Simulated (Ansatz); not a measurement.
Ansatz (a quantum-chemistry and plane-wave program) input:

Ansatz 0.2 input:
```yaml
crystal:
  lattice:
    - [4.602476861, 0.0, 0.0]
    - [-2.3012384305, 3.9858618819, 0.0]
    - [0.0, 0.0, 15.0924929127]
  atoms:
    - { symbol: In, position: [0.6666666667, 0.3333333333, 0.9999047814] }
    - { symbol: Sb, position: [0.6666666667, 0.3333333333, 0.1876977906] }
    - { symbol: In, position: [0.0, 0.0, 0.2503452488] }
    - { symbol: Sb, position: [0.0, 0.0, 0.4370521791] }
    - { symbol: In, position: [0.3333333333, 0.6666666667, 0.4999047814] }
    - { symbol: Sb, position: [0.3333333333, 0.6666666667, 0.6876977906] }
    - { symbol: In, position: [0.0, 0.0, 0.7503452488] }
    - { symbol: Sb, position: [0.0, 0.0, 0.9370521791] }
kpoints:
  mp_grid: { grid: [4, 4, 1] }
hamiltonian:
  xc: hse06
  pseudopotentials: { kind: paw }
scf:
  n_extra_bands: 8
  occupations: { method: gaussian, width: 0.02 }
output:
  eigenvalues: true
  eigenstates:
    e_range: [-9.0, 8.0]
    kpoints:
      - [0.0, 0.0, 0.0]  # GAMMA
      - [0.0, 0.0, 0.5]  # A
      - [0.3333333333, 0.3333333333, 0.0]  # K
      - [0.3333333333, 0.3333333333, 0.5]  # H
      - [0.5, 0.0, 0.0]  # M
      - [0.5, 0.0, 0.5]  # L
```

Output (shortened):

```
Pseudopotentials: kind: paw
Pseudopotential: In, paw, valence charge 13
Pseudopotential: Sb, paw, valence charge 15
Functional definition: HSE06
Crystal: 8 atoms, lattice volume = 276.869 Å³
Basis set: ecut = 420 eV, 5469 PW (Γ)
Bands: 64, of which v1, the nominal top of the filled ones, is band 56 counted from 1 (55 counted from 0)
Symmetry: 12 space group operations
Space group: P63mc (ITA 186), of the structure as read, at distance tolerance 6.5e-5 Å
k-points: 4 of 16
PAW frozen core: In, regenerated for the run's functional, and the local potential with it
PAW frozen core: Sb, regenerated for the run's functional, and the local potential with it
Initial wavefunctions: pseudopotential atomic-orbital guess
Eigensolver: davidson
Functional: x = pbe(κ = 0.804, μ = 0.2195149727645171), c = pbe(β = 0.06672455060314922), warm-up for x = pbe(κ = 0.804, μ = 0.2195149727645171) + 0.25 (exact …
SCF iter   1: F=—  HF=-48329.869770 eV  |F-HF|=—  |Δ(HF+E_count)|=         —  Δρ=1.63e-3  dr2=1.68e-2  ethr=1.77e-3  ⟨swp⟩=10.2  Hψ=1088  notcnv=0
preconditioner: auto → Kerker (q_TF=auto, 2.346 Å⁻¹)
SCF iter   2: F=—  HF=-48329.870422 eV  |F-HF|=—  |Δ(HF+E_count)|=   6.51e-4  Δρ=8.89e-4  dr2=5.86e-3  ethr=1.50e-5  ⟨swp⟩=6.5  Hψ=773  notcnv=0  defer=8
iter 3 solved again at ethr=4.33e-7 eV; its pass at ethr=5.23e-6 eV (dr2=4.85e-4 eV) is discarded
SCF iter   3: F=—  HF=-48329.869917 eV  |F-HF|=—  |Δ(HF+E_count)|=   5.05e-4  Δρ=2.39e-4  dr2=4.85e-4  ethr=4.33e-7  ⟨swp⟩=3.5  Hψ=1167  notcnv=0  defer=2
SCF iter   4: F=—  HF=-48329.870067 eV  |F-HF|=—  |Δ(HF+E_count)|=   1.50e-4  Δρ=1.12e-4  dr2=1.28e-4  ethr=4.33e-7  ⟨swp⟩=4.2  Hψ=554  notcnv=0  defer=2
SCF iter   5: F=—  HF=-48329.870154 eV  |F-HF|=—  |Δ(HF+E_count)|=   8.77e-5  Δρ=4.51e-5  dr2=1.45e-5  ethr=1.15e-7  ⟨swp⟩=3.5  Hψ=559  notcnv=0  defer=1
SCF iter   6: F=—  HF=-48329.870162 eV  |F-HF|=—  |Δ(HF+E_count)|=   7.80e-6  Δρ=1.97e-5  dr2=2.33e-6  ethr=1.29e-8  ⟨swp⟩=4.5  Hψ=707  notcnv=0  defer=1
SCF iter   7: F=—  HF=-48329.870163 eV  |F-HF|=—  |Δ(HF+E_count)|=   6.26e-7  Δρ=8.47e-6  dr2=8.04e-7  ethr=2.08e-9  ⟨swp⟩=3.8  Hψ=621  notcnv=0  defer=1
SCF iter   8: F=—  HF=-48329.870163 eV  |F-HF|=—  |Δ(HF+E_count)|=   2.84e-7  Δρ=4.23e-6  dr2=1.81e-7  ethr=7.18e-10  ⟨swp⟩=3.2  Hψ=541  notcnv=0
SCF iter  11: F=-48329.870163 eV  HF=-48329.870163 eV  |F-HF|=7.57e-10  |Δ(HF+E_count)|=   3.62e-9  Δρ=2.87e-7  dr2=4.25e-10  ethr=2.52e-12  ⟨swp⟩=4.2  Hψ=672  notcnv=0
SCF 1 converged in 11 iterations: F = -48329.870163 eV  dr2 = 4.25e-10
Crystal: 8 atoms, lattice volume = 276.869 Å³
Initial density: handed on by an earlier stage of this run
Initial wavefunctions: those handed on with the density
Functional: x = pbe(κ = 0.804, μ = 0.2195149727645171) + 0.25 (exact − pbe) at short range (hse, ω = 0.20786987370883472 Å⁻¹), c = pbe(β = 0.06672455060314922); HSE06 as pw.x's `hse` composes it (authors' and Libxc's form: `xc: wpbeh`)
Exchange kernel: α = 0.2500, screened, ω = 0.2079 Å⁻¹, Wigner–Seitz truncation, v(0) = 1037.2912 eV·Å³, q-mesh 4×4×1, nearest image of the exchange supercell L …
Frozen-core exchange: fock
iter 1 solved again at ethr=4.12e-5 eV; its pass at ethr=1.00e-1 eV (dr2=4.61e-2 eV) is discarded
SCF iter   1: F=—  HF=-48363.221626 eV  |F-HF|=—  |Δ(HF+E_count)|=         —  Δρ=5.64e-3  dr2=5.04e-2  ethr=4.12e-5  ⟨swp⟩=5.2  Hψ=1457  notcnv=0
preconditioner: auto → none
SCF iter   2: F=—  HF=-48363.212471 eV  |F-HF|=—  |Δ(HF+E_count)|=   9.16e-3  Δρ=2.09e-3  dr2=1.07e-2  ethr=4.04e-5  ⟨swp⟩=2.0  Hψ=512  notcnv=0
SCF iter   3: F=—  HF=-48363.212404 eV  |F-HF|=—  |Δ(HF+E_count)|=   6.67e-5  Δρ=3.66e-4  dr2=4.79e-3  ethr=5.21e-6  ⟨swp⟩=3.2  Hψ=557  notcnv=0
SCF iter   4: F=—  HF=-48363.253980 eV  |F-HF|=—  |Δ(HF+E_count)|=   4.16e-2  Δρ=8.47e-4  dr2=1.26e-3  ethr=1.46e-7  ⟨swp⟩=6.0  Hψ=1100  notcnv=0
SCF iter   5: F=—  HF=-48363.253710 eV  |F-HF|=—  |Δ(HF+E_count)|=   2.70e-4  Δρ=6.63e-5  dr2=1.56e-4  ethr=1.46e-7  ⟨swp⟩=4.5  Hψ=677  notcnv=0
SCF iter   6: F=—  HF=-48363.253703 eV  |F-HF|=—  |Δ(HF+E_count)|=   7.64e-6  Δρ=3.25e-5  dr2=1.30e-4  ethr=3.72e-8  ⟨swp⟩=4.2  Hψ=590  notcnv=0
SCF iter   7: F=-48363.254552 eV  HF=-48363.254573 eV  |F-HF|=2.13e-5  |Δ(HF+E_count)|=   8.70e-4  Δρ=1.23e-4  dr2=4.25e-5  ethr=1.28e-8  ⟨swp⟩=6.0  Hψ=917  notcnv=0
SCF 2 stopped early in 7 iterations: F = -48363.254552 eV  dr2 = 4.25e-5
hybrid outer 1: dexx = +4.777e-2 eV, tail = 2.34e-4 eV
Crystal: 8 atoms, lattice volume = 276.869 Å³
Exchange kernel: α = 0.2500, screened, ω = 0.2079 Å⁻¹, Wigner–Seitz truncation, v(0) = 1037.2912 eV·Å³, q-mesh 4×4×1, nearest image of the exchange supercell L …
Frozen-core exchange: fock
SCF iter   1: F=—  HF=-48363.253876 eV  |F-HF|=—  |Δ(HF+E_count)|=         —  Δρ=5.30e-5  dr2=1.37e-5  ethr=1.05e-6  ⟨swp⟩=5.8  Hψ=552  notcnv=0
preconditioner: auto → none
iter 2 solved again at ethr=7.23e-10 eV; its pass at ethr=1.08e-8 eV (dr2=8.09e-7 eV) is discarded
SCF iter   2: F=—  HF=-48363.253875 eV  |F-HF|=—  |Δ(HF+E_count)|=   1.11e-6  Δρ=1.49e-5  dr2=2.42e-6  ethr=7.23e-10  ⟨swp⟩=3.2  Hψ=1213  notcnv=0
SCF iter   3: F=—  HF=-48363.253875 eV  |F-HF|=—  |Δ(HF+E_count)|=   2.45e-7  Δρ=5.43e-6  dr2=1.65e-6  ethr=7.15e-10  ⟨swp⟩=4.0  Hψ=550  notcnv=0
SCF iter   4: F=—  HF=-48363.253904 eV  |F-HF|=—  |Δ(HF+E_count)|=   2.90e-5  Δρ=9.28e-6  dr2=3.20e-7  ethr=3.81e-11  ⟨swp⟩=6.0  Hψ=1142  notcnv=0  defer=2
SCF iter   5: F=-48363.253904 eV  HF=-48363.253904 eV  |F-HF|=1.11e-8  |Δ(HF+E_count)|=   1.04e-7  Δρ=2.95e-6  dr2=4.78e-8  ethr=3.81e-11  ⟨swp⟩=4.5  Hψ=890  notcnv=0
SCF 3 converged in 5 iterations: F = -48363.253904 eV  dr2 = 4.78e-8
hybrid outer 2: dexx = +2.393e-6 eV, tail = 1.27e-7 eV, Δε = 3.11e-3 eV (about 1.41e-4 eV left of the loop's levels)
NSCF: frozen V_eff on 6 k-points
hybrid SCF converged: 2 outer / 12 inner (+11 warm-up), last move |dexx| = 2.39e-6 eV, tail = 1.27e-7 eV
Stability not checked (fock_operator)
Free energy (F): -48363.253904 eV
Frozen-core exchange: fock
Harris-Foulkes:  -48363.253904 eV  (|F-HF|=1.11e-8)
Internal energy: -48363.253904 eV  (E = F + TS)
E sigma→0 (E₀):  -48363.253904 eV
Fermi energy:    7.066081 eV
--- Per-component energies (eV) ---
  E_band       = -1275.150952
  E_kinetic    = 1801.926810
  E_local      = -12912.473635  (includes V_loc(G=0)·N_el)
  E_nonlocal   = 2920.217185
  E_hartree    = 5565.605251
  E_xc         = -1126.482031
  E_vxc        = -625.682080  (∫ρ·V_xc dr)
  E_exx        = -291.878678  (= α·E_x^exact, valence–valence)
  E_paw        = -34964.901112  (= ΣΔE_a)
  E_vpaw       = -3006.584973  (= ΣTr[D̂ρ^β])
  E_aug_tail   = 0.000099  (compensation charges beyond the density's cutoff)
  E_ewald      = -9357.413951
  E_core_change = 2.146156  (= ΣΔE_core)
  E_smearing   =  0.000000  (= −TS)
  E_closure    =  0.000000  (closes the sum)
  Σ components = -48363.253904   (vs F -48363.253904, Δ=0.00e0)
  [band-id]    e_kinetic+e_local+e_nonlocal+2·e_hartree+e_vxc+2·e_exx+e_vpaw+e_augmentation_tail = -1275.143446   (vs E_band -1275.150952, Δ=7.51e-3)
--- Band table (eV) ---
  k-point 0: bands = ["-23.9297", "-23.9296", "-23.9288", "-23.9288", "-23.9232", "-23.9232", "-23.9231", "-23.9231", "-23.9219", "-23.9219", "-23.9218", "-23.9218", "-23.9056", "-23.9056", "-23.9055", "-23.9055", "-23.9045", "-23.9045", "-23.9044", "-23.9044", "-9.6417", "-9.6228", "-9.6218", "-9.6027", "-9.5995", "-9.5995", "-9.5932", "-9.5932", "-9.5885", "-9.5885", "-9.5826", "-9.5826", "-9.5172", "-9.5172", "-9.5164", "-9.5164", "-9.5124", "-9.5124", "-9.5122", "-9.5122", "-4.8304", "-4.2517", "-4.2425", "-3.3504", "0.8151", "3.0159", "3.0478", "5.7452", "5.7452", "6.1946", "6.1946", "6.2375", "6.2375", "6.7954", "6.8566", "6.8566", "7.2749", "7.8457", "8.1961", "8.4530", "10.3600", "10.3600", "10.5162", "10.9249"]
  k-point 1: bands = ["-23.9293", "-23.9292", "-23.9285", "-23.9284", "-23.9234", "-23.9233", "-23.9229", "-23.9228", "-23.9221", "-23.9220", "-23.9215", "-23.9214", "-23.9056", "-23.9054", "-23.9050", "-23.9048", "-23.9045", "-23.9044", "-23.9039", "-23.9038", "-9.6562", "-9.6409", "-9.6399", "-9.6201", "-9.5927", "-9.5897", "-9.5819", "-9.5815", "-9.5785", "-9.5774", "-9.5714", "-9.5702", "-9.5237", "-9.5207", "-9.5173", "-9.5172", "-9.5148", "-9.5145", "-9.5117", "-9.5095", "-4.3028", "-3.7663", "-3.7601", "-2.9593", "0.8318", "2.1655", "2.2176", "3.4999", "3.6562", "4.6611", "4.8822", "4.9727", "5.5133", "5.5184", "6.0745", "6.2552", "8.6903", "8.8849", "9.0859", "9.6387", "10.1467", "10.4445", "11.1273", "11.3677"]
  k-point 2: bands = ["-23.9291", "-23.9289", "-23.9282", "-23.9281", "-23.9235", "-23.9234", "-23.9226", "-23.9224", "-23.9223", "-23.9222", "-23.9211", "-23.9210", "-23.9055", "-23.9055", "-23.9045", "-23.9045", "-23.9044", "-23.9042", "-23.9033", "-23.9031", "-9.6706", "-9.6577", "-9.6526", "-9.6419", "-9.5833", "-9.5818", "-9.5737", "-9.5728", "-9.5719", "-9.5678", "-9.5590", "-9.5590", "-9.5292", "-9.5269", "-9.5203", "-9.5157", "-9.5134", "-9.5123", "-9.5091", "-9.5068", "-3.3671", "-3.0782", "-3.0444", "-2.6759", "0.4810", "0.6394", "1.0898", "1.1684", "3.6878", "4.0271", "4.4334", "4.9906", "5.0047", "5.0111", "5.5001", "5.7633", "8.0861", "8.3156", "8.6021", "9.2435", "9.5703", "10.5585", "11.3034", "11.4425"]
  k-point 3: bands = ["-23.9290", "-23.9289", "-23.9281", "-23.9280", "-23.9233", "-23.9233", "-23.9228", "-23.9227", "-23.9220", "-23.9219", "-23.9214", "-23.9213", "-23.9052", "-23.9052", "-23.9047", "-23.9046", "-23.9043", "-23.9041", "-23.9036", "-23.9035", "-9.6623", "-9.6539", "-9.6530", "-9.6432", "-9.5807", "-9.5799", "-9.5751", "-9.5744", "-9.5708", "-9.5696", "-9.5646", "-9.5627", "-9.5234", "-9.5227", "-9.5196", "-9.5190", "-9.5150", "-9.5135", "-9.5123", "-9.5099", "-3.4387", "-3.0769", "-3.0721", "-2.6372", "0.6266", "0.9369", "1.0425", "1.6822", "3.5575", "3.6544", "3.9010", "4.3430", "4.5851", "4.8791", "5.1596", "5.2886", "9.0661", "9.5208", "10.0223", "10.4658", "10.7316", "10.9014", "11.5211", "11.7676"]
  band table: 64 of 64 bands, residual norms ≤ 1.0e-3 eV
```

Cost: very roughly 7 core-minutes on shared cores.

Space group P6_3mc. The start of the workflow was typed in or built on a structure type; neither database checked (COD, Materials Project) lists it. It is not the phase usual at ambient conditions (space group No. 216). The PBEsol relaxation kept the symmetry of its start; of distortions, only those at the zone centre were tested. Scalar-relativistic: spin–orbit coupling is off unless named, which matters more the heavier the elements.

Potentials: the later of the program's two PAW sets.

Ansatz is a plane-wave DFT program.
